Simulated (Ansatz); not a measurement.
KRb2RhF6:
```
CELL_PARAMETERS angstrom
      0.00000     4.45110     4.45110
      4.45110     0.00000     4.45110
      4.45110     4.45110     0.00000
ATOMIC_POSITIONS crystal
  K  0.50000 0.50000 0.50000
  Rb 0.75000 0.75000 0.75000
  Rb 0.25000 0.25000 0.25000
  Rh 0.00000 0.00000 0.00000
  F  0.77762 0.22238 0.22238
  F  0.22238 0.77762 0.77762
  F  0.22238 0.77762 0.22238
  F  0.77762 0.22238 0.77762
  F  0.22238 0.22238 0.77762
  F  0.77762 0.77762 0.22238
```

Relaxed with r²SCAN. Special points in fractions of this cell's reciprocal vectors: Γ (0.000, 0.000, 0.000); X (0.500, 0.000, 0.500); U (0.625, 0.250, 0.625); K (0.375, 0.375, 0.750); L (0.500, 0.500, 0.500); W (0.500, 0.250, 0.750).

Problem. List the band energies nearest the valence-band maximum at these points for DFT-r²SCAN in the program Ansatz with PAW potentials.

Solution. In eV from the valence-band maximum; about four levels below and three above (degenerate sets whole), none deeper than 8.9 eV; points with the same levels are listed once.

| k | below | above |
|---|---|---|
| Γ | -3.09 -3.09 -3.09 -0.12 -0.12 -0.12 | 2.95 2.95 4.54 |
| X | -3.10 -0.16 0.00 0.00 | 2.82 2.97 6.57 |
| U | -3.15 -0.12 -0.02 -0.02 | 2.88 3.03 6.88 |
| L | -3.19 -0.08 -0.05 -0.05 | 3.08 3.08 6.60 |
| W | -3.20 -3.20 -0.08 -0.08 0.00 | 2.86 3.05 7.08 7.08 |

Space group Fm-3m. The workflow started from a Materials Project entry (that database holds measured and hypothetical structures alike); the Crystallography Open Database files this formula in space group No. 225, but the cells were not matched. Whether it is the stable phase at ambient conditions was not checked. The cell was relaxed with r²SCAN under the symmetry of its start; whether a distortion lowers the energy is not shown. No spin polarisation was allowed. Scalar-relativistic: spin–orbit coupling is off unless named, which matters more the heavier the elements.

Potentials: the later of the program's two PAW sets.
